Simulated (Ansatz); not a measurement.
## Property card for TbO$_{2}$

TbO$_{2}$:
```yaml
crystal:
  lattice:
    - [1.86103, 1.07447, 6.07087]
    - [-1.86103, 1.07447, 6.07087]
    - [0.00000, -2.14893, 6.07087]
  atoms:
    - { symbol: Tb, position: [0.00000, 0.00000, 0.00000] }
    - { symbol: O, position: [0.37498, 0.37498, 0.37498] }
    - { symbol: O, position: [0.12502, 0.12502, 0.12502] }
    - { symbol: Tb, position: [0.50000, 0.50000, 0.50000] }
    - { symbol: O, position: [0.87498, 0.87498, 0.87498] }
    - { symbol: O, position: [0.62502, 0.62502, 0.62502] }
```
The run is spin-polarised; directions of the spins, atom by atom: ↑ 0 0 ↓ 0 0.

Space group Fm-3m (No. 225), fluorite; conventional cell a = b = c = 5.2617 Å, α = β = γ = 90.00°.

Method: DFT-r²SCAN in the program Ansatz with PAW potentials. Geometry: relaxed at this level of theory. Other levels are named where they apply.

**Cell and energy**

```yaml
volume_per_atom: 12.14 Å³
density: 8.71 g/cm³
```

**Electronic structure**

```yaml
band_gap: 1.09 eV (indirect)
valence_band_maximum: on the Γ–S0 line, 86 % of the way from Γ (k = 0.000, 0.297, -0.297 in fractions of the reciprocal vectors)
conduction_band_minimum: at L (3 equivalent valleys)
smallest_direct_gap_on_the_standard_path: 1.13 eV
electron_effective_mass: 2.1, 13, 13 mₑ (principal values)
hole_effective_mass: 1.3, 3.4, 3.4 mₑ (principal values)
```

**Magnetism**

```yaml
magnetic_order: antiferromagnetic
net_moment: 0.00 μB per atom
```

**Charges**

```yaml
bader_charges: Tb +2.44, O -1.22 e
```

The workflow started from an entry of the Crystallography Open Database (COD). Whether it is the stable phase at ambient conditions was not checked. Symmetry was held in the r²SCAN relaxation, as lowered by the spin order; whether a distortion lowers the energy is not shown. Spin order of the final state: antiferromagnetic, chosen from 3 collinear starts compared on coarse meshes (ties went to the first, and starts can fall back to one state), not a proven ground state. Caveat: open 4f shells can settle in a state that is not the lowest. Other orbital occupations within this spin state were not tried. No Hubbard U is applied. Point labels and valley counts follow the cell and symmetry of the run, lower than the named group. Scalar-relativistic: spin–orbit coupling is off unless named, which matters more the heavier the elements.

Potentials: the later of the program's two PAW sets.
